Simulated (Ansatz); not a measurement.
LuSi₂Os₂:
Space group I4/mmm (No. 139); a = b = 4.1458 Å, c = 9.4731 Å, α = β = γ = 90.00°

```json
[
 {"atom": "Os", "site": "4d", "symmetry": "-4m2", "x": "0.0000", "y": "0.5000", "z": "0.2500"},
 {"atom": "Lu", "site": "2a", "symmetry": "4/mmm", "x": "0.0000", "y": "0.0000", "z": "0.0000"},
 {"atom": "Si", "site": "4e", "symmetry": "4mm", "x": "0.0000", "y": "0.0000", "z": "0.3722"}
]
```
(The calculation used a cell of 5 atoms; values per cell refer to that cell.)

Relaxed at zero pressure with DFT-r²SCAN in the program Ansatz with PAW potentials.

Q: The volume is lowered by 6 % and shape and atoms relax at that volume. What pressure results, and how do the axes share the change?

A: 13.4 GPa; a -2.2 %, b -2.2 %, c -1.7 %; the energy rises by 39 meV/atom.

Q: Give the new structure.

A: 
Space group I4/mmm (No. 139); a = 4.0549 Å, b = 4.0549 Å, c = 9.3087 Å, α = 90.00°, β = 90.00°, γ = 90.00°

```
atom  site  symmetry       x       y       z
----  ----  --------  ------  ------  ------
Os      4d      -4m2  0.0000  0.5000  0.2500
Lu      2a     4/mmm  0.0000  0.0000  0.0000
Si      4e       4mm  0.0000  0.0000  0.3754
```

The phase is kept; no other phase was compared at this pressure.

The workflow started from an entry of the Crystallography Open Database (COD). Its standing as an ambient phase is unchecked. Symmetry was held in the r²SCAN relaxation; whether a distortion lowers the energy is not shown. The run is not spin-polarised. Scalar-relativistic: spin–orbit coupling is off unless named, which matters more the heavier the elements.

Potentials: the later of the program's two PAW sets.
